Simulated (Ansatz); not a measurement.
SrZn$_{2}$Sb$_{2}$ in space group P-3m1 (No. 164; Zn on 2d, Sr on 1a, Sb on 2d) under volume change, r²SCAN in the plane-wave PAW code Ansatz, shape and atoms relaxed at each volume.

| V (Å³/atom) | E − E(relaxed) (meV/atom) | P (GPa) |
|---|---|---|
| 24.769 | 38.8 | 5.53 |
| 25.585 | 16.3 | 3.38 |
| 26.402 | 3.9 | 1.56 |
| 27.218 | 0.0 | 0.00 |
| 28.035 | 3.5 | -1.32 |
| 28.851 | 13.1 | -2.45 |

Question: What does a third-order Birch–Murnaghan fit give for V₀, B₀ and B′?

Answer: V₀ = 27.22 Å³/atom, B₀ = 47.7 GPa, B′ = 4.3.

The workflow started from an entry of the Crystallography Open Database (COD). Whether it is the stable phase at ambient conditions was not checked. Symmetry was held in the r²SCAN relaxation; its stability against distortions is not shown here. Spin–orbit coupling is left out wherever it is not named.

Potentials: the later of the program's two PAW sets.
